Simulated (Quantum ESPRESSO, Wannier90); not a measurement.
## Ru (hcp (Mg type)): Wannier90 run

Materials Project entry mp-33; symmetrised, unrelaxed at this level. This is the element's usual structure. Level: PBEsol, spinors with spin-orbit coupling; pw.x of Quantum ESPRESSO at 68 Ry with PseudoDojo potentials, 6×6×4 k-points, Wannier90. Density: 18×18×10 mesh, cold smearing 0.01 Ry.

On the energy scale of pw.x, whose zero is arbitrary, the Fermi level lies at 23.63 eV.

Input w.win:

```
num_bands = 4
num_wann = 4
exclude_bands = 1-4,9-74
spinors = true
num_iter = 800
conv_tol = 1.0e-6
conv_window = 4
write_hr = true
write_u_matrices = true
auto_projections = true
begin unit_cell_cart
ang
    2.7078301866    0.0000000000    0.0000000000
   -1.3539150933    2.3450497307    0.0000000000
    0.0000000000    0.0000000000    4.2681000000
end unit_cell_cart
begin atoms_frac
Ru   0.3333333333 -0.3333333333  0.2500000000
Ru  -0.3333333333  0.3333333333 -0.2500000000
end atoms_frac
mp_grid = 6 6 4
begin kpoints
0.0000000000 0.0000000000 0.0000000000
0.0000000000 0.0000000000 0.2500000000
0.0000000000 0.0000000000 0.5000000000
... (141 more lines: the 6x6x4 mesh through Gamma)
end kpoints
```

Input of pw2wannier90.x that gives the overlap and projection files (equivalent; here they were cut from one run over all bands):

```
&inputpp
  outdir = './out'
  prefix = 'pwscf'
  seedname = 'w'
  write_amn = .true.
  write_mmn = .true.
  scdm_proj = .true.
  scdm_entanglement = 'isolated'
/
```

Output w.wout (banner and timings cut):

```
                                    ------
                                    SYSTEM
                                    ------

                              Lattice Vectors (Ang)
                    a_1     2.707830   0.000000   0.000000
                    a_2    -1.353915   2.345050   0.000000
                    a_3     0.000000   0.000000   4.268100

                   Unit Cell Volume:      27.10242  (Ang^3)

                        Reciprocal-Space Vectors (Ang^-1)
                    b_1     2.320376   1.339670  -0.000000
                    b_2     0.000000   2.679340   0.000000
                    b_3     0.000000  -0.000000   1.472127

 *----------------------------------------------------------------------------*
 |   Site       Fractional Coordinate          Cartesian Coordinate (Ang)     |
 +----------------------------------------------------------------------------+
 | ru   1   0.33333  -0.33333   0.25000   |    1.35392  -0.78168   1.06702    |
 | ru   2  -0.33333   0.33333  -0.25000   |   -1.35392   0.78168  -1.06702    |
 *----------------------------------------------------------------------------*
                                ------------
                                K-POINT GRID
                                ------------

             Grid size =  6 x  6 x  4      Total points =  144

 *---------------------------------- MAIN ------------------------------------*
 |  Number of Wannier Functions               :                 4             |
 |  Number of Objective Wannier Functions     :                 4             |
 |  Number of input Bloch states              :                 4             |
 |  Output verbosity (1=low, 5=high)          :                 1             |
 |  Timing Level (1=low, 5=high)              :                 1             |
 |  Optimisation (0=memory, 3=speed)          :                 3             |
 |  Length Unit                               :               Ang             |
 |  Post-processing setup (write *.nnkp)      :                 F             |
 |  Using Gamma-only branch of algorithms     :                 F             |
 *----------------------------------------------------------------------------*
 *------------------------------- WANNIERISE ---------------------------------*
 |  Total number of iterations                :               800             |
 |  Number of CG steps before reset           :                 5             |
 |  Trial step length for line search         :             2.000             |
 |  Convergence tolerence                     :         0.100E-05             |
 |  Convergence window                        :                 4             |
 |  Iterations between writing output         :                 1             |
 |  Iterations between backing up to disk     :               100             |
 |  Write r^2_nm to file                      :                 F             |
 |  Write xyz WF centres to file              :                 F             |
 |  Write on-site energies <0n|H|0n> to file  :                 F             |
 |  Use guiding centre to control phases      :                 F             |
 |  Use phases for initial projections        :                 F             |
 *----------------------------------------------------------------------------*
 *-------------------------------- PLOTTING ----------------------------------*
 |  Plotting Hamiltonian in WF basis          :                 T             |
 *----------------------------------------------------------------------------*

       ... (k-mesh section left out)

 Starting a new Wannier90 calculation ...

 Reading overlaps from w.mmn

 Reading projections from w.amn

 *------------------------------- WANNIERISE ---------------------------------*
 +--------------------------------------------------------------------+<-- CONV
 | Iter  Delta Spread     RMS Gradient      Spread (Ang^2)            |<-- CONV
 +--------------------------------------------------------------------+<-- CONV

 ------------------------------------------------------------------------------
 Initial State
  WF centre and spread    1  (  1.354105, -0.781773,  1.067094 )     0.43041493
  WF centre and spread    2  ( -1.353745,  0.781802, -1.067144 )     0.43042628
  WF centre and spread    3  ( -1.354134,  0.781905, -1.067051 )     0.43754338
  WF centre and spread    4  (  1.353778, -0.781936,  1.067102 )     0.43755772
  Sum of centres and spreads (  0.000004, -0.000001, -0.000000 )     1.73594231

      0     0.174E+01     0.0000000000        1.7359423107  <-- CONV
        O_D=      0.0117723 O_OD=      0.0121796 O_TOT=      1.7359423 <-- SPRD
 ------------------------------------------------------------------------------
      1    -0.231E-01     0.0663067818        1.7128302459  <-- CONV
        O_D=      0.0001749 O_OD=      0.0006651 O_TOT=      1.7128302 <-- SPRD
      2    -0.495E-03     0.0186026522        1.7123357042  <-- CONV
        O_D=      0.0000791 O_OD=      0.0002662 O_TOT=      1.7123357 <-- SPRD
      3    -0.651E-04     0.0080910172        1.7122705707  <-- CONV
        O_D=      0.0000648 O_OD=      0.0002155 O_TOT=      1.7122706 <-- SPRD
      4    -0.587E-05     0.0022733226        1.7122647016  <-- CONV
        O_D=      0.0000633 O_OD=      0.0002111 O_TOT=      1.7122647 <-- SPRD
      5    -0.172E-05     0.0010433118        1.7122629787  <-- CONV
        O_D=      0.0000629 O_OD=      0.0002097 O_TOT=      1.7122630 <-- SPRD
       ... (lines left out)
      7    -0.689E-07     0.0002324177        1.7122626045  <-- CONV
        O_D=      0.0000628 O_OD=      0.0002095 O_TOT=      1.7122626 <-- SPRD
      8    -0.527E-07     0.0001647249        1.7122625517  <-- CONV
        O_D=      0.0000627 O_OD=      0.0002095 O_TOT=      1.7122626 <-- SPRD
      9    -0.145E-07     0.0001007297        1.7122625372  <-- CONV
        O_D=      0.0000627 O_OD=      0.0002095 O_TOT=      1.7122625 <-- SPRD
             <<<     Delta < 1.000E-06  over  4 iterations     >>>
             <<< Wannierisation convergence criteria satisfied >>>
 Final State
  WF centre and spread    1  (  1.353915, -0.781683,  1.067025 )     0.42806562
  WF centre and spread    2  ( -1.353915,  0.781683, -1.067025 )     0.42806562
  WF centre and spread    3  ( -1.353915,  0.781683, -1.067025 )     0.42806565
  WF centre and spread    4  (  1.353915, -0.781683,  1.067025 )     0.42806565
  Sum of centres and spreads (  0.000000, -0.000000,  0.000000 )     1.71226254

         Spreads (Ang^2)       Omega I      =     1.711990320
        ================       Omega D      =     0.000062738
                               Omega OD     =     0.000209480
    Final Spread (Ang^2)       Omega Total  =     1.712262537
```
